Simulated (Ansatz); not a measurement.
**Zr5ZnSn3: checking a database structure before trusting its electric field gradients**

The cell is a Materials Project structure (computed, not necessarily an observed phase), taken as it stands.

Space group P6_3/mcm (No. 193); a = 8.6827, c = 5.8787 Å, γ = 120.00°.

| site | Wyckoff | site symmetry | x | y | z |
| --- | --- | --- | --- | --- | --- |
| Zr1 | 4d | 3.2 | 0.3333 | 0.6667 | 0.5000 |
| Zr5 | 6g | m2m | 0.7329 | 0.0000 | 0.2500 |
| Zn | 2b | -3.m | 0.0000 | 0.0000 | 0.5000 |
| Sn | 6g | m2m | 0.3849 | 0.0000 | 0.2500 |

One atom of each set is listed.

Method: Kohn–Sham DFT in Ansatz, PBE, plane waves and PAW, scalar-relativistic, 420 eV cutoff, Γ-centred 4×4×5 k-points, Fermi–Dirac smearing 0.05 eV.

Task: Do the atoms and the cell lie near the calculated equilibrium?

Result: Nearly. The largest force is 0.10 eV/Å, on atom 8 (Zr: 2 Zn at 2.75 Å, 5 Sn at 2.97–3.11 Å), and the pressure is 0.9 GPa.
